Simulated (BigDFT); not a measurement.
A self-consistent single point of MgS (F-43m, 8 atoms in the cell; from Materials Project mp-13032, changed as shown) with BigDFT.

Computed with LDA (Teter-Pade), Daubechies wavelet basis, HGH (Krack) norm-conserving potentials made for LDA, periodic boundary conditions run with BigDFT.

The change in words: lattice scaled by 0.98. Reference geometry (F-43m):
```
CELL_PARAMETERS angstrom
      5.66624     0.00000     0.00000
      0.00000     5.66624     0.00000
      0.00000     0.00000     5.66624
ATOMIC_POSITIONS crystal
  Mg 0.00000 0.00000 0.00000
  Mg 0.00000 0.50000 0.50000
  Mg 0.50000 0.00000 0.50000
  Mg 0.50000 0.50000 0.00000
  S  0.25000 0.25000 0.25000
  S  0.25000 0.75000 0.75000
  S  0.75000 0.25000 0.75000
  S  0.75000 0.75000 0.25000
```

Reference input (self-consistent single point, DFT, LDA (Teter-Pade), Daubechies wavelet basis, HGH (Krack) norm-conserving potentials made for LDA, periodic boundary conditions): basis = Daubechies wavelets; dft.hgrids = 0.391 bohr; dft.rmult = 8 8; dft.ixc = 1; potentials = built-in HGH-K LDA; boundary_conditions = periodic; dft.gnrm_cv = 1e-04; dft.itermax = 80; dft.idsx = 6; dft.nrepmax = 3; dft.norbv = 8; dft.nvirt = 4. This run's input differs from it in these lines:

```diff
@@ -15,12 +15,12 @@
   units: angstroem
-  cell: [5.666240000, 5.666240000, 5.666240000]
+  cell: [5.552915000, 5.552915000, 5.552915000]
   positions:
   - Mg: [0.000000000, 0.000000000, 0.000000000]
-  - Mg: [0.000000000, 2.833120000, 2.833120000]
-  - Mg: [2.833120000, 0.000000000, 2.833120000]
-  - Mg: [2.833120000, 2.833120000, 0.000000000]
-  - S: [1.416560000, 1.416560000, 1.416560000]
-  - S: [1.416560000, 4.249680000, 4.249680000]
-  - S: [4.249680000, 1.416560000, 4.249680000]
-  - S: [4.249680000, 4.249680000, 1.416560000]
+  - Mg: [0.000000000, 2.776457500, 2.776457500]
+  - Mg: [2.776457500, 0.000000000, 2.776457500]
+  - Mg: [2.776457500, 2.776457500, 0.000000000]
+  - S: [1.388228750, 1.388228750, 1.388228750]
+  - S: [1.388228750, 4.164686250, 4.164686250]
+  - S: [4.164686250, 1.388228750, 4.164686250]
+  - S: [4.164686250, 4.164686250, 1.388228750]
```

Log, with long lists cut:

```
  #------------------------------------------------------------------- Self-Consistent Cycle
 Ground State Optimization:
 - Hamiltonian Optimization: &itrp001
   - Subspace Optimization: &itrep001-01
       Wavefunctions Iterations:
 iter:  1, EKS: -4.46258679920930916E+01, gnrm:  1.01E-01, D:  7.58E-01,
 iter:  2, EKS: -4.48164344089139277E+01, gnrm:  3.01E-02, D: -1.91E-01,
 iter:  3, EKS: -4.48326967637010370E+01, gnrm:  1.44E-02, D: -1.63E-02,
 iter:  4, EKS: -4.48371158024813852E+01, gnrm:  6.16E-03, D: -4.42E-03,
 iter:  5, EKS: -4.48377168060142495E+01, gnrm:  3.73E-03, D: -6.01E-04,
 iter:  6, EKS: -4.48379359766359968E+01, gnrm:  2.00E-03, D: -2.19E-04,
 iter:  7, EKS: -4.48380046107904064E+01, gnrm:  5.78E-04, D: -6.86E-05,
 iter:  8, EKS: -4.48380112678190201E+01, gnrm:  1.64E-04, D: -6.66E-06,
 iter:  9, EKS: -4.48380116248151950E+01, gnrm:  7.54E-05, D: -3.57E-07,
       -  &FINAL001  { #---------------------------------------------------------- iter: 10
 iter:  10, EKS: -4.48380116841401417E+01, gnrm:  7.54E-05, D: -5.93E-08,  #FINAL
        #Eigenvalues and New Occupation Numbers
       Orbitals: [
   [... 13 lines left out ...]
 Last Iteration                        : *FINAL001
  #---------------------------------------------------------------------- Forces Calculation
 Total electronic charge               :  31.999999999357
 Stress Tensor calculated              :  Yes
 Stress Tensor:
   Pressure:
     Ha/Bohr^3                         : -1.54645361907613E-04
     GPa                               : -4.54982
     PV (Ha)                           : -0.17868848936389
  #---------------------------------- Iterative subspace diagonalization of virtual orbitals
 Generation of input wavefunction data for atom: Mg
 Electronic configuration: {
 s: [ 2.00],
 p: [ 0/3,  0/3,  0/3]}
   [... lines left out ...]
  #-------------------------------- Warnings obtained during the run, check their relevance!
 WARNINGS:
 BigDFT infocode                       :  0
   [... lines left out ...]
 -  {S: [-3.616670950337E-25,  2.712503212752E-24,  1.446668380135E-24]} # 0005
 -  {S: [-3.616670950337E-25,  1.265834832618E-24,  1.446668380135E-24]} # 0006
 -  {S: [ 1.085001285101E-24, -1.627501927651E-24, -1.989169022685E-24]} # 0007
 -  {S: [ 1.085001285101E-24,  5.425006425505E-25, -1.989169022685E-24]} # 0008
 Energy (Hartree)                      : -4.48380116841401417E+01
 Force Norm (Hartree/Bohr)             :  5.15949457907573439E-24
```

The run converged in 10 iterations. BigDFT prints the pressure with tension positive. Against the reference run the free energy rises by 21.3 meV/atom and the pressure goes from 0.74 to 4.55 GPa.

The structure comes from a collection of computed structures, made at another level of theory; the collection holds predicted forms beside known ones. With one or two k-points the zone of this small cell is coarsely sampled: energies, forces and stress carry that error and can break the symmetry, so a converged loop does not mean converged values.

These are the values that this program gave, and no reference: the built-in potentials of some of these elements keep semicore shells in the core, which can shift energies, forces and lattice constants.

Cost on one core: roughly 18 core-seconds.
